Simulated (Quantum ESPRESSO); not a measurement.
# Ge6PB: a curve over one atom's position

Computed values, not a measurement. The program is pw.x of Quantum ESPRESSO 7.5 (plane-wave density functional theory). The cell is made up: 8 atoms on a zincblende/diamond lattice, with randomly drawn elements, strain and displacements, not relaxed. PseudoDojo standard norm-conserving files (v0.5 for PBE, v0.4.1 for LDA and PBEsol) set the functional; there is no spin polarisation, spin-orbit coupling or dispersion term, and the masses in the input are unused placeholders.

Seven runs move atom 3 (Ge, counted in the order of the input) along z and keep all else fixed.

Input of the run at +0.0110:

```
&control calculation='scf', pseudo_dir='./dojo.nc.sr.pbe.v0_5.standard.upf', outdir='./o', disk_io='medium', tprnfor=.true., tstress=.true. /
&system ibrav=0, nat=8, ntyp=3, nbnd=56, ecutwfc=77.98206166, nosym=.true., tot_charge=0,
 occupations='smearing', smearing='fd', degauss=0.0073498644
/
&electrons conv_thr=7.350e-09, electron_maxstep=60, /
ATOMIC_SPECIES
B 1.0 B.upf
Ge 1.0 Ge.upf
P 1.0 P.upf
CELL_PARAMETERS angstrom
5.6074 -0.0482 0.0006
-0.0482 5.6336 0.074
0.0006 0.074 5.7721
ATOMIC_POSITIONS angstrom
Ge -0.0726 0.1222 -0.0077
Ge 0.0368 2.7708 2.9141
Ge 2.7335 -0.0375 2.8761
Ge 2.838 2.9969 -0.051
P 1.449 1.3942 1.5133
B 1.3721 4.1973 4.4916
Ge 4.2029 1.4126 4.3804
Ge 4.1547 4.1896 1.5493
K_POINTS automatic
6 6 6 1 1 1
```

| shift of atom 3 along z (Å) | free energy less that of the input shown (eV) | Fx on atom 3 (eV/Å) | Fy on atom 3 (eV/Å) | Fz on atom 3 (eV/Å) | pressure (GPa) | iterations |
| --- | --- | --- | --- | --- | --- | --- |
| -0.1238 | 0.3354 | -0.561 | -1.009 | 3.056 | -3.38 | 11 |
| -0.0773 | 0.2023 | -0.610 | -1.060 | 2.669 | -3.62 | 11 |
| -0.0522 | 0.1380 | -0.638 | -1.089 | 2.456 | -3.74 | 11 |
| -0.0189 | 0.0610 | -0.677 | -1.131 | 2.169 | -3.88 | 11 |
| +0.0110 | 0.0000 | -0.713 | -1.172 | 1.909 | -3.99 | 11 |
| +0.0605 | -0.0838 | -0.776 | -1.243 | 1.475 | -4.15 | 11 |
| +0.1118 | -0.1479 | -0.847 | -1.324 | 1.025 | -4.27 | 11 |

A cubic fit gives dFz/dz = -8.71 eV/Å² at zero shift. Across the table the free energy follows the integral of the force to within 0.1 meV. A rerun of one of the cells at 1347 eV and a 8 x 8 x 8 mesh moved values by no more than 0.002 eV in energy, 0.03 GPa in stress and 0.010 eV/Å in force.